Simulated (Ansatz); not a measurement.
C:
```cif
data_C16
_chemical_formula_sum 'C16'
_space_group_name_H-M_alt 'C2/c'
_space_group_IT_number 15
_space_group_name_Hall '-C 2yc'
_cell_length_a 4.65917
_cell_length_b 11.09747
_cell_length_c 3.61239
_cell_angle_alpha 90.000
_cell_angle_beta 115.391
_cell_angle_gamma 90.000
loop_
_atom_site_label
_atom_site_type_symbol
_atom_site_symmetry_multiplicity
_atom_site_Wyckoff_symbol
_atom_site_fract_x
_atom_site_fract_y
_atom_site_fract_z
_atom_site_occupancy
C1 C 8 f 0.02055 0.20564 0.05198 1
C2 C 8 f 0.24052 0.31727 0.12345 1
```
(The calculation used a cell of 8 atoms; values per cell refer to that cell.)

Relaxed with PBE.

### Question
Which orbitals make up the states near the band edges in PBE (plane waves, PAW; program Ansatz)?

### Answer
Top 1 eV of the valence band: C 2p 79 %, C 2s 20 %. Bottom 1 eV of the conduction band: C 2p 90 %, C 2s 8 %. Projections are on Löwdin-orthogonalised atomic valence shells; empty p or d shells of many metals are not among them.

### Question
Tabulate the density of states.

### Answer
States/eV per cell of 8 atoms, in 0.25 eV bins, energy from the valence-band maximum.

| E (eV) | total | C 2p | C 2s |
|---|---|---|---|
| -7.85 | 1.89 | 1.52 | 0.35 |
| -7.60 | 1.96 | 1.54 | 0.39 |
| -7.35 | 1.85 | 1.49 | 0.34 |
| -7.10 | 1.67 | 1.35 | 0.30 |
| -6.85 | 1.38 | 1.08 | 0.28 |
| -6.60 | 2.93 | 2.11 | 0.79 |
| -6.35 | 2.82 | 2.22 | 0.56 |
| -6.10 | 3.31 | 2.75 | 0.53 |
| -5.85 | 2.61 | 2.17 | 0.41 |
| -5.60 | 2.77 | 2.36 | 0.38 |
| -5.35 | 2.90 | 2.50 | 0.37 |
| -5.10 | 2.63 | 2.27 | 0.33 |
| -4.85 | 2.70 | 2.37 | 0.31 |
| -4.60 | 2.08 | 1.87 | 0.19 |
| -4.35 | 1.25 | 1.12 | 0.12 |
| -4.10 | 1.86 | 1.65 | 0.19 |
| -3.85 | 2.17 | 1.92 | 0.23 |
| -3.60 | 2.54 | 2.23 | 0.29 |
| -3.35 | 2.11 | 1.88 | 0.20 |
| -3.10 | 2.27 | 2.04 | 0.22 |
| -2.85 | 2.29 | 2.07 | 0.20 |
| -2.60 | 2.09 | 1.88 | 0.19 |
| -2.35 | 2.25 | 2.01 | 0.23 |
| -2.10 | 2.16 | 1.91 | 0.23 |
| -1.85 | 1.53 | 1.33 | 0.18 |
| -1.60 | 2.60 | 2.21 | 0.36 |
| -1.35 | 2.81 | 2.19 | 0.58 |
| -1.10 | 1.97 | 1.54 | 0.40 |
| -0.85 | 2.06 | 1.64 | 0.40 |
| -0.60 | 2.56 | 2.02 | 0.51 |
| -0.35 | 2.76 | 2.16 | 0.57 |
| -0.10 | 0.80 | 0.60 | 0.19 |
| 0.15 | 0.00 | 0.00 | 0.00 |
| 0.40 | 0.00 | 0.00 | 0.00 |
| 0.65 | 0.59 | 0.52 | 0.05 |
| 0.90 | 0.84 | 0.75 | 0.07 |
| 1.15 | 1.08 | 0.97 | 0.08 |
| 1.40 | 0.94 | 0.85 | 0.08 |
| 1.65 | 0.93 | 0.84 | 0.08 |
| 1.90 | 0.99 | 0.89 | 0.08 |
| 2.15 | 1.12 | 1.01 | 0.08 |
| 2.40 | 1.38 | 1.25 | 0.10 |
| 2.65 | 1.56 | 1.42 | 0.09 |
| 2.90 | 2.26 | 2.05 | 0.14 |
| 3.15 | 1.18 | 1.06 | 0.08 |
| 3.40 | 1.10 | 0.99 | 0.06 |
| 3.65 | 1.20 | 1.09 | 0.06 |
| 3.90 | 0.61 | 0.57 | 0.02 |
| 4.15 | 0.23 | 0.22 | 0.01 |
| 4.40 | 0.22 | 0.14 | 0.07 |
| 4.65 | 0.81 | 0.52 | 0.23 |
| 4.90 | 1.42 | 0.92 | 0.40 |
| 5.15 | 2.15 | 1.49 | 0.54 |

The start of the workflow was typed in or built on a structure type; neither database checked (COD, Materials Project) lists it. It is not the phase usual at ambient conditions (space group No. 194, 227). The cell was relaxed with PBE under the symmetry of its start; its stability against distortions is not shown here. The volume moved by 147 % from the start of the relaxation.

Potentials: the earlier of the program's two PAW sets.
